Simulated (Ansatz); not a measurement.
# Zr3N2 under strain

Theory: DFT PBEsol, scalar-relativistic, plane waves, PAW in Ansatz 0.2.0. (420 eV cutoff, 12×12×12 k-mesh, Gaussian smearing of 0.10 eV, no spin polarisation)

Reference structure (relaxed):

```yaml
crystal:
  lattice:
    - [2.79947, 1.61627, 5.19367]
    - [-2.79947, 1.61627, 5.19367]
    - [0.00000, -3.23255, 5.19367]
  atoms:
    - { symbol: Zr, position: [0.42499, 0.07501, 0.75000] }
    - { symbol: Zr, position: [0.07501, 0.75000, 0.42499] }
    - { symbol: Zr, position: [0.75000, 0.42499, 0.07501] }
    - { symbol: Zr, position: [0.25000, 0.57501, 0.92499] }
    - { symbol: Zr, position: [0.92499, 0.25000, 0.57501] }
    - { symbol: Zr, position: [0.57501, 0.92499, 0.25000] }
    - { symbol: N, position: [0.33867, 0.33867, 0.33867] }
    - { symbol: N, position: [0.16133, 0.16133, 0.16133] }
    - { symbol: N, position: [0.83867, 0.83867, 0.83867] }
    - { symbol: N, position: [0.66133, 0.66133, 0.66133] }
```

Deformation: all cell vectors scaled alike, the atoms relaxed, all within the symmetry that the strain leaves. Energies are extrapolated to zero smearing.

```csv
strain (%),ΔE (meV/atom),a (Å),b (Å),c (Å)
-4.0,151.7,5.873,5.873,5.873
-2.0,35.6,5.995,5.995,5.995
+0.0,0.0,6.117,6.117,6.117
+2.0,31.5,6.240,6.240,6.240
+4.0,118.4,6.362,6.362,6.362
```

(1) What stiffness (1/V) d²E/dε² at zero strain does a cubic fit over all points give?

## Answers

(1) A cubic fit gives (1/V) d²E/dε² = 1920 GPa at zero strain (nine times the bulk modulus at fixed shape).